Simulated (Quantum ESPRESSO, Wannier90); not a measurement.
# Mo (bcc (W type)): Wannier90 run

```xyz
1
Lattice="-1.5838 1.5838 1.5838 1.5838 -1.5838 1.5838 1.5838 1.5838 -1.5838" Properties=species:S:1:pos:R:3 pbc="T T T"
Mo     0.0000     0.0000     0.0000
```

Materials Project entry mp-129; symmetrised, unrelaxed at this level. This is the element's usual structure. Method: PBEsol plane waves in Quantum ESPRESSO 7.5 (PseudoDojo norm-conserving files, 64 Ry, no spin polarisation, no spin-orbit coupling), Bloch states on a 12×12×12 mesh through Γ, Wannier90 4.0.1. Density: 18×18×18 mesh, cold smearing 0.01 Ry.

A tight-binding model is made by disentanglement and projection with no localisation steps (num_iter = 0), so the 9 orbitals stay atom-like: hydrogen-like Mo: s;p;d, axes along x, y, z; frozen window up to 1.50 eV relative to the Fermi level. It follows pw.x to 2.2 meV rms for states up to 1.0 eV relative to the Fermi level. Matrix elements depend on this choice of orbitals and windows.

Question: Which pairs of orbitals on different sites are coupled most strongly? Give distance, modulus and how many such pairs a cell has.

Answer: 
| orbital | orbital | distance of the centres (Å) | modulus (eV) | pairs |
|---|---|---|---|---|
| Mo pz | Mo pz | 3.17 | 2.79 | 1 |
| Mo py | Mo py | 3.17 | 2.79 | 1 |
| Mo px | Mo px | 3.17 | 2.79 | 1 |
| Mo s | Mo s | 2.74 | 1.25 | 4 |
| Mo px | Mo s | 2.74 | 1.21 | 8 |
| Mo pz | Mo s | 2.74 | 1.21 | 8 |
| Mo py | Mo s | 2.74 | 1.21 | 8 |
| Mo dz2 | Mo pz | 3.17 | 1.16 | 2 |
| Mo px | Mo pz | 2.74 | 1.07 | 8 |
| Mo py | Mo pz | 2.74 | 1.07 | 8 |
| Mo px | Mo py | 2.74 | 1.07 | 8 |
| Mo dx2-y2 | Mo py | 3.17 | 1.00 | 2 |
| Mo dx2-y2 | Mo px | 3.17 | 1.00 | 2 |
| Mo px | Mo s | 3.17 | 1.00 | 2 |
| Mo py | Mo s | 3.17 | 0.99 | 2 |
| Mo pz | Mo s | 3.17 | 0.99 | 2 |
| Mo px | Mo px | 2.74 | 0.77 | 4 |
| Mo py | Mo py | 2.74 | 0.77 | 4 |
| Mo pz | Mo pz | 2.74 | 0.77 | 4 |
| Mo dz2 | Mo dz2 | 3.17 | 0.75 | 1 |
| Mo dxy | Mo s | 2.74 | 0.73 | 8 |
| Mo dxz | Mo s | 2.74 | 0.73 | 8 |
| Mo dyz | Mo s | 2.74 | 0.73 | 8 |
| Mo dxy | Mo pz | 2.74 | 0.70 | 8 |
| Mo dxz | Mo py | 2.74 | 0.70 | 8 |
| Mo dyz | Mo px | 2.74 | 0.70 | 8 |
| Mo dz2 | Mo py | 3.17 | 0.58 | 2 |
| Mo dz2 | Mo px | 3.17 | 0.58 | 2 |
| Mo dx2-y2 | Mo dx2-y2 | 3.17 | 0.57 | 2 |
| Mo dxy | Mo dyz | 2.74 | 0.49 | 8 |
